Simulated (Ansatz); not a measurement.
# Cd: what symmetry allows forces and stress to be

```yaml
crystal:
  lattice:
    - [3.07878, 0.00000, 0.00000]
    - [-1.53939, 2.66630, 0.00000]
    - [0.00000, 0.00000, 9.44378]
  atoms:
    - { symbol: Cd, position: [0.00000, 0.00000, 0.01081] }
    - { symbol: Cd, position: [0.33333, 0.66667, 0.23636] }
    - { symbol: Cd, position: [0.00000, 0.00000, 0.50693] }
    - { symbol: Cd, position: [0.66667, 0.33333, 0.74590] }
```

Theory: DFT PBEsol, scalar-relativistic, plane waves, PAW (Ansatz).

Settings: cutoff 420 eV, Γ-centred mesh 15×15×4 on the computed 4-atom cell, Gaussian smearing of 0.10 eV; no spin polarisation.

This distorted cell has space group P3m1, with 6 operations.

**Question.** Without a calculation: in which directions can each atom feel a force?

**Answer.** A force must be left unchanged by every operation that keeps its atom in place, so it lies in the space that those operations leave fixed. Atoms that the group maps onto each other feel forces of one size.
| atom | site symmetry | operations at the site | equivalent to atom | allowed force (Cartesian) |
| --- | --- | --- | --- | --- |
| Cd1 | 3m. | 6 | 1 | along (0.00, 0.00, 1.00) |
| Cd2 | 3m. | 6 | 2 | along (0.00, 0.00, 1.00) |
| Cd3 | 3m. | 6 | 3 | along (0.00, 0.00, 1.00) |
| Cd4 | 3m. | 6 | 4 | along (0.00, 0.00, 1.00) |

That leaves 4 independent force components of 12, tied by 1 condition that the forces sum to zero, so 3 remain. A relaxation in this cell that keeps the symmetry moves the atoms in these directions alone.

**Question.** And the stress tensor?

**Answer.** It must be invariant under the point group, which leaves 2 independent components: yz, xz, xy vanish; xx = yy.

**Question.** Do the computed values obey this?

**Answer.** Yes. Forces (eV/Å):
```
Cd1  0.000  0.000 -1.282
Cd2  0.000  0.000  1.382
Cd3  0.000  0.000 -0.782
Cd4  0.000  0.000  0.682
```

Stress (GPa, compression positive, xx yy zz yz xz xy): 6.01 6.01 8.42 0.00 0.00 0.00. The program imposes the same operations on density, forces and stress, so this confirms the analysis and is no independent test of the calculation.